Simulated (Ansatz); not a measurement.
LiNbO₃:
```cif
data_Li6Nb6O18
_chemical_formula_sum 'Li6 Nb6 O18'
_space_group_name_H-M_alt 'R-3 :H'
_space_group_IT_number 148
_space_group_name_Hall '-R 3'
_cell_length_a 5.20904
_cell_length_b 5.20904
_cell_length_c 14.21759
_cell_angle_alpha 90.000
_cell_angle_beta 90.000
_cell_angle_gamma 120.000
loop_
_atom_site_label
_atom_site_type_symbol
_atom_site_symmetry_multiplicity
_atom_site_Wyckoff_symbol
_atom_site_fract_x
_atom_site_fract_y
_atom_site_fract_z
_atom_site_occupancy
Li1 Li 6 c 0.00000 0.00000 0.35678 1
Nb1 Nb 6 c 0.00000 0.00000 0.14378 1
O1 O 18 f 0.31730 0.02888 0.24443 1
```
(The calculation used a cell of 10 atoms; values per cell refer to that cell.)

Relaxed at zero pressure with r²SCAN in the plane-wave PAW code Ansatz.

Task: The volume is lowered by 9 % and shape and atoms relax at that volume. What pressure results, and how do the axes share the change?

Result: 10.1 GPa; a -2.1 %, b -2.1 %, c -5.1 %; the energy rises by 29 meV/atom.

Task: Give the new structure.

Result: 
Space group R-3, hexagonal axes (No. 148); a = 5.100 Å, b = 5.100 Å, c = 13.497 Å, α = 90.00°, β = 90.00°, γ = 120.00°

```json
[
 {"atom": "Li", "site": "6c", "symmetry": "3.", "x": "0.0000", "y": "0.0000", "z": "0.3573"},
 {"atom": "Nb", "site": "6c", "symmetry": "3.", "x": "0.0000", "y": "0.0000", "z": "0.1417"},
 {"atom": "O", "site": "18f", "symmetry": "1", "x": "0.3540", "y": "0.0387", "z": "0.0861"}
]
```

The phase is kept; no other phase was compared at this pressure.

The first step of the workflow began from a Materials Project structure, measured or hypothetical; the Crystallography Open Database files this formula in space group No. 148, but the cells were not matched. It is not the phase usual at ambient conditions (space group No. 161). The r²SCAN relaxation kept the symmetry of its start; its stability against distortions is not shown here. No spin polarisation was allowed.

Potentials: the later of the program's two PAW sets.
